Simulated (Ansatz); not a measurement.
# Does relaxation matter for the field gradients of TlCl with iodine replacing Cl?

Start: a supercell of TlCl (CsCl type, Pm-3m) built from a Materials Project structure (computed, not necessarily an observed phase), with all atoms left at the host's positions.

Space group Fm-3m (No. 225); a = 15.3499 Å.

```csv
site,Wyckoff,site symmetry,x,y,z
Tl1,32f,.3m,0.3750,0.8750,0.8750
Tl6,32f,.3m,0.6250,0.1250,0.3750
I,4b,m-3m,0.5000,0.0000,0.0000
Cl18,24d,m.mm,0.5000,0.2500,0.2500
Cl21,8c,-43m,0.7500,0.2500,0.2500
Cl24,24e,4m.m,0.7500,0.5000,0.5000
Cl28,4a,m-3m,0.0000,0.5000,0.5000
```

One atom of each set is listed; the run and its k-mesh use a cell of 32 atoms with edges of 10.85, 10.85, 10.85 Å.

Level of theory: DFT, PBE, plane waves and PAW, scalar-relativistic, 420 eV cutoff, Γ-centred 2×2×2 k-points, Fermi–Dirac smearing 0.01 eV (Ansatz 0.2.0).

The largest force at the start is 0.37 eV/Å. Relaxing the ions at fixed cell moves them by 0.119 Å at most (atom 11, Tl) and 0.067 Å rms.

```csv
site,moved (Å),first shell before,first shell after,V_zz before (10²¹ V/m²),η before
Tl1,0.119,"7 Cl at 3.32 Å, 1 I at 3.32 Å","7 Cl at 3.20–3.40 Å, 1 I at 3.44 Å; also 3 Tl at 3.79 Å",-5.46,0.00
Tl6,0.037,8 Cl at 3.32 Å,8 Cl at 3.28–3.36 Å,-0.35,0.00
I,0.000,8 Tl at 3.32 Å,8 Tl at 3.44 Å,0.00,–
Cl18,0.000,8 Tl at 3.32 Å,8 Tl at 3.29–3.34 Å,-0.051,0.57
Cl24,0.058,8 Tl at 3.32 Å,8 Tl at 3.28–3.40 Å,0.008,0.00
```

**Question.** What are V_zz and η after the relaxation?

**Answer.** 

| site | V_zz after | η after | change of V_zz |
| --- | --- | --- | --- |
| Tl1 | -5.81 | 0.00 | -0.35 |
| Tl6 | 0.87 | 0.00 | +1.22 |
| I | 0.00 | – | 0.00 |
| Cl18 | 0.35 | 0.59 | +0.41 |
| Cl24 | -0.34 | 0.00 | -0.35 |

The largest change of V_zz is on Tl6, from -0.35 to 0.87. In per cent, |V_zz| changes by +6 on Tl (all sites that start above 0.5). V_zz changes sign on Tl6 (same axis), Cl18 (same axis). Other sites without a gradient aren't listed.

The defect repeats with the cell of 32 atoms, so it feels its images: sites between two images don't show the values beside a lone defect, and zeros or small values of η there can come from the images' arrangement. Spin–orbit coupling is left out, which shifts gradients on Tl by a few per cent, and by more where contributions nearly cancel.
Before: The neighbours have not yet relaxed around the defect (largest force 0.37 eV/Å), so a real crystal will differ.
After: The relaxation keeps the site symmetry m-3m of the start, so the impurity can't leave its site; a start off the site could end lower.
